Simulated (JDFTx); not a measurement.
Cu(111) slab cut from bulk Cu (space group Fm-3m, indices of the conventional cell, lattice of the Materials Project entry mp-30, not re-optimised): 6 atoms in 6 planes, a 1x1 cell of 5.54 Å² (|a| = 2.530, |b| = 2.530 Å), 10.4 Å between the outermost planes, cell height 26.3 Å, 10×10×1 k mesh, Fermi smearing 0.01 Ha, no spin polarisation.

Level of theory: PBE, GBRV ultrasoft potentials, plane waves to 20/100 Ha; code: JDFTx (a modified build). Liquid: CANDLE, water, 1 M NaCl. Between zero charge and 0.91 V from it the run gives σ = 12.9 μC/cm², a mean capacitance of 14.1 μF/cm². The liquid has ε = 78.4, a 1:1 salt at 1 M with linear (Debye) response, and T = 298 K.

A calculation by hand: the Debye length, the diffuse-layer capacitance, and the inner capacitance that is left when the two stand in series.

Each ion has density c = 1 × 6.022×10⁻⁴ = 6.022e-04 Å⁻³. λ² = ε kT / (8π (e²/4πε₀) c) with kT = 0.02568 eV and e²/4πε₀ = 14.40 eV Å gives λ = 3.04 Å; the log prints 3.04 Å. C_diffuse = ε₀ε/λ = 228 μF/cm². Then 1/C_inner = 1/14.1 − 1/228, so C_inner = 15.1 μF/cm², which equals a vacuum gap of ε₀/C_inner = 0.59 Å. The diffuse layer takes 6 % of the potential drop; the rest lies between the electrode's charge and the onset of the dielectric, with the electrode's own (quantum) capacitance in it. The split is a model: in the calculation solvent and ions share one smooth cavity.
